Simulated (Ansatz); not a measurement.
The relaxed structure here is a generated cell of TaSi2: the first start was made by placing the elements on the sites of a structure type, and the end was not matched to a known phase here, so it may be hypothetical. Known forms of TaSi2 include space group No. 181.

A relaxed cell of TaSi2 (Fm-3m (No. 225)), relaxed on a k-mesh at least as fine as the one used below. Computed with PBE (plane waves to 420 eV, PAW, scalar-relativistic; Ansatz, a first-principles code). Γ-centred k-mesh 9×9×9 on the run's cell (coarser than for final values), Fermi–Dirac smearing 0.05 eV.

```yaml
crystal:
  lattice:
    - [0.00000, 6.05824, 6.05824]
    - [3.02912, 0.00000, 3.02912]
    - [3.02912, 3.02912, 0.00000]
  atoms:
    - { symbol: Ta, position: [0.00000, 0.00000, 0.00000] }
    - { symbol: Ta, position: [0.50000, 0.00000, 0.00000] }
    - { symbol: Si, position: [0.12500, 0.25000, 0.25000] }
    - { symbol: Si, position: [0.62500, 0.25000, 0.25000] }
    - { symbol: Si, position: [0.37500, 0.75000, 0.75000] }
    - { symbol: Si, position: [0.87500, 0.75000, 0.75000] }
```

The atoms are displaced along an unstable phonon of this cell by (Å):

```
atom      ux      uy      uz
----  ------  ------  ------
Ta1    0.060  -0.060  -0.060
Ta2   -0.060   0.060   0.060
Si3   -0.087   0.087   0.087
Si4    0.087  -0.087  -0.087
Si5    0.087  -0.087  -0.087
Si6   -0.087   0.087   0.087
```

Problem. What forces (eV/Å) and pressure result?

Solution. 
| atom | Fx | Fy | Fz |
|---|---|---|---|
| Ta1 | 0.56 | -0.56 | -0.56 |
| Ta2 | -0.56 | 0.56 | 0.56 |
| Si3 | 0.00 | 0.00 | 0.00 |
| Si4 | 0.18 | -0.18 | -0.18 |
| Si5 | 0.00 | 0.00 | 0.00 |
| Si6 | -0.18 | 0.18 | 0.18 |

Pressure +0.3 GPa.

The undisplaced cell is probably no minimum: from this displacement the run went on to R-3m (No. 166), 0.31 eV/atom below it.

No spin polarisation in the result. The relaxed primitive cell holds an odd number of electrons. A magnetic state may lie lower.
